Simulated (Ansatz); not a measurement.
Relaxed AlN (wurtzite):

```
AlN
1.0
    3.10670     0.00000     0.00000
   -1.55335     2.69048     0.00000
    0.00000     0.00000     9.95692
Al N
4 4
Cartesian
  0.00000   1.79366   4.96150
  0.00000   1.79366   9.93996
  1.55335   0.89683   2.47227
  1.55335   0.89683   7.45073
  0.00000   1.79366   1.88288
  0.00000   1.79366   6.86134
  1.55335   0.89683   4.37211
  1.55335   0.89683   9.35057
```

A phonon eigenvector at A = (0.0, 0.0, 0.5) is frozen into this cell: atom i moves by Q times the vector below, so Q is the largest atomic displacement, in Å. The cell is held. It is one choice among 4 degenerate patterns. (q is in reciprocal vectors of the primitive cell; the cell shown is doubled to hold the pattern.)

```csv
atom,x,y,z
Al1,0.000,-0.269,0.000
Al2,0.000,0.269,0.000
Al3,0.000,-0.522,0.000
Al4,0.000,0.522,0.000
N5,0.000,1.000,0.000
N6,0.000,-1.000,0.000
N7,0.000,0.659,0.000
N8,0.000,-0.659,0.000
```

Level of theory: r2SCAN (plane waves to 500 eV, PAW, scalar-relativistic; Ansatz, a quantum-chemistry and plane-wave program). k mesh 12×12×4 (Γ-centred), Fermi-Dirac smearing 0.05 eV. The energy includes the smearing's −TS. AlN was relaxed with its symmetry unable to fall. The zero of ΔE is the undisplaced structure.

```tsv
Q (Å)	ΔE (meV/cell)
-0.180	1662
-0.150	1134
-0.120	715
-0.090	withheld
-0.060	176
-0.030	44
0.000	0
0.030	44
0.060	176
0.090	withheld
0.120	715
0.150	1134
0.180	1662
```

Task: Fit an even polynomial form (powers 2, 4) to the given rows and predict ΔE at Q = 0.090.

Result: Least squares on the 11 given rows: ΔE = (48370)·Q² + (90120)·Q⁴, in meV/cell with Q in Å; root-mean-square residual 0.4 meV/cell. At 0.090 the fit gives 398 meV/cell; the calculation gives 398 meV/cell, the same to the digits shown. The quadratic term alone would give 392 meV/cell.

(A displaced cell: forces are minus the slopes of the energy, force constants its curvatures, and phonons follow from these.)
